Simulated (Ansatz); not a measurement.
Relaxed Ca (fcc, Cu type):

```
Ca
1.0
    0.00000     5.52650     5.52650
    2.76325     0.00000     2.76325
    2.76325     2.76325     0.00000
Ca
2
Cartesian
  0.00000   0.00000   0.00000
  2.76325   5.52650   2.76325
```

The atoms are displaced by Q × the pattern below (from a DFPT mode at L = (0.5, 0.0, 0.0), largest move 1; Q in Å), at fixed cell. (q is in reciprocal vectors of the primitive cell; the cell shown is doubled to hold the pattern.)

```
atom       x       y       z
----  ------  ------  ------
Ca1   -0.577   0.577   0.577
Ca2    0.577  -0.577  -0.577
```

Method: PBE (plane waves to 420 eV, PAW, scalar-relativistic; Ansatz, an electronic-structure program). k mesh 15×15×15 (Γ-centred), Fermi-Dirac smearing 0.05 eV. Energies are smeared free energies. With partly filled bands, energies and forces of such displacements shift with the k mesh and the smearing. Ca was relaxed with its symmetry unable to fall. ΔE is measured from the undisplaced structure.

The scan covers Q from -0.100 to 0.100 Å in 13 points.

**Question.** Is this a single well or a double well?

**Answer.** A single well with its minimum at or next to zero displacement.

**Question.** Which space group does the distorted structure have?

**Answer.** R-3m (No. 166), lowered from Fm-3m.

**Question.** What is the energy change at Q = 0.100 Å?

**Answer.** 35.2 meV/cell.

**Question.** What harmonic wavenumber does the curvature at Q = 0 give?

**Answer.** 154 cm⁻¹.

(For displaced atoms, the force is minus the slope of the energy, and its curvature is a force constant, which sets phonon frequencies.)
